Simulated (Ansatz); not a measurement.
## Si3N4: Field gradients at the nuclei

The cell is an entry of the Crystallography Open Database (COD; perhaps a calculated or model structure), its atoms then relaxed with PBE in this cell.

```yaml
crystal:
  lattice:
    - [7.60200, 0.00000, 0.00000]
    - [-3.80100, 6.58353, 0.00000]
    - [0.00000, 0.00000, 2.90600]
  atoms:
    - { symbol: Si, position: [0.76796, 0.17407, 0.25000] }
    - { symbol: Si, position: [0.59389, 0.76796, 0.75000] }
    - { symbol: Si, position: [0.82593, 0.59389, 0.25000] }
    - { symbol: Si, position: [0.23204, 0.82593, 0.75000] }
    - { symbol: Si, position: [0.40611, 0.23204, 0.25000] }
    - { symbol: Si, position: [0.17407, 0.40611, 0.75000] }
    - { symbol: N, position: [0.02995, 0.32988, 0.25000] }
    - { symbol: N, position: [0.70007, 0.02995, 0.75000] }
    - { symbol: N, position: [0.67012, 0.70007, 0.25000] }
    - { symbol: N, position: [0.97005, 0.67012, 0.75000] }
    - { symbol: N, position: [0.29993, 0.97005, 0.25000] }
    - { symbol: N, position: [0.32988, 0.29993, 0.75000] }
    - { symbol: N, position: [0.66667, 0.33333, 0.25000] }
    - { symbol: N, position: [0.33333, 0.66667, 0.75000] }
```

Sites (sets of like atoms) are named by element and the number of their first atom in this list.

The numbers come from a DFT calculation in Ansatz (PBE, plane waves and PAW, scalar-relativistic, 420 eV cutoff, Γ-centred 4×4×10 k-points, Fermi–Dirac smearing 0.02 eV).

C_Q = eQV_zz/h, which is 24.18 MHz for Q = 1 b and V_zz = 10²¹ V/m²; η = (V_xx − V_yy)/V_zz. Directions are in the Cartesian axes of the cell vectors above, for the atom listed; none is given where the gradient is under 0.02 or η is above 0.95.

| site | first atom | first shell | V_zz (10²¹ V/m²) | η | direction of V_zz (x, y, z) |
| --- | --- | --- | --- | --- | --- |
| Si | 1 | 4 N at 1.73–1.74 Å | 0.97 | 0.43 | 0.56 0.83 0.00 |
| N7 | 7 | 3 Si at 1.74 Å | -4.93 | 0.07 | -0.53 0.85 0.00 |
| N13 | 13 | 3 Si at 1.73 Å | -4.88 | 0.00 | 0.00 0.00 1.00 |

An axis of threefold or higher order runs through N13, so V_zz lies along it and η is zero. At N7 V_zz stands upright on the plane through its three neighbours (within 3°).

At this cell the PBE pressure is 6 GPa, so with PBE the cell would grow if it were relaxed.
